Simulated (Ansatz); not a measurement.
## Y2S: rattling a relaxed structure

The cell was found from a structure generator's guess, not taken from experiment.

All numbers below come from DFT PBE, scalar-relativistic, plane waves, PAW in Ansatz. Settings: cutoff 420 eV, Γ-centred mesh 10×10×14 on the computed 3-atom cell, Gaussian smearing of 0.10 eV; no spin polarisation.

The cell below (3 atoms, space group P4/mmm (No. 123)) is relaxed within its symmetry.

```xyz
3
Lattice="4.5935 0.0000 0.0000 0.0000 4.5935 0.0000 0.0000 0.0000 3.5003" Properties=species:S:1:pos:R:3 pbc="T T T"
Y     0.0000    2.2968    0.0000
Y     2.2968    0.0000    0.0000
S     2.2968    2.2968    1.7502
```

For the test a repeat of it with 6 atoms (edges 4.59, 4.59, 7.00 Å) was strained at random (σ = 1.5 % a component), the atoms were moved at random (σ = 0.10 Å), and all was relaxed again on a coarse 6×6×4 mesh (in the run’s order of axes) with 0.20 eV smearing, with no symmetry imposed.

Problem. Does it come back?

Solution. It returns, within 1 meV/atom of the unmoved cell on that mesh and with the same symmetry when read at 0.1 Å (P-1 at 0.01 Å, so small strains and shifts remain). No instability shows in this cell; modes of other wave vectors, which need another repeat, aren't tested.
